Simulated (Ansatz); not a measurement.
An Ansatz (a quantum-chemistry and plane-wave program) input:

Ansatz 0.2 input:
```yaml
crystal:
  lattice:
    - [4.0855163546, 0.0, 0.0]
    - [0.0, 4.0855163546, 0.0]
    - [0.0, 0.0, 4.0881373783]
  atoms:
    - { symbol: Ba, position: [0.0, 0.0, 0.0] }
    - { symbol: Nb, position: [0.5, 0.5, 0.5] }
    - { symbol: N, position: [0.5, 0.5, 0.0] }
    - { symbol: O, position: [0.0, 0.5, 0.5] }
    - { symbol: O, position: [0.5, 0.0, 0.5] }
kpoints:
  mp_grid: { grid: [7, 7, 7] }
  band_path:
    path:
      - [[0.0, 0.0, 0.0], [0.0, 0.5, 0.0], [0.5, 0.5, 0.0], [0.0, 0.0, 0.0], [0.0, 0.0, 0.5], [0.0, 0.5, 0.5], [0.5, 0.5, 0.5], [0.0, 0.0, 0.5]]  # Γ-X-M-Γ-Z-R-A-Z
      - [[0.0, 0.5, 0.0], [0.0, 0.5, 0.5]]  # X-R
      - [[0.5, 0.5, 0.0], [0.5, 0.5, 0.5]]  # M-A
    npoints: 8
basis: { xc_grid: 2 }
hamiltonian:
  xc: pbesol
  pseudopotentials: { kind: paw }
magnetization: { noncollinear: true, spin_orbit: true }
scf:
  n_extra_bands: 12
  convergence: { dr2_threshold: 0.0000000001 }
  occupations: { method: gaussian, width: 0.05 }
output: { eigenvalues: true }
```

Problem. How many symmetry operations and irreducible k-points will the run report?

Solution. 16 operations, 40 of 343 k-points.

Problem. With a cutoff of 420 eV, how many plane waves at Γ?

Solution. 1357.

It took about 60 core-seconds (a rough figure) on shared server cores.

Space group P4/mmm. The workflow started from a Materials Project entry (that database holds measured and hypothetical structures alike); the Crystallography Open Database copy checked does not list it. With N and O taken as one species the cell has the higher symmetry Pm-3m, so it may be an ordered model of a mixed-site phase. Its standing as an ambient phase is unchecked. The cell was relaxed with PBEsol under the symmetry of its start. At this level the phase is dynamically unstable (imaginary phonons). No spin polarisation was allowed.

Potentials: the later of the program's two PAW sets.

Ansatz is a plane-wave DFT program.
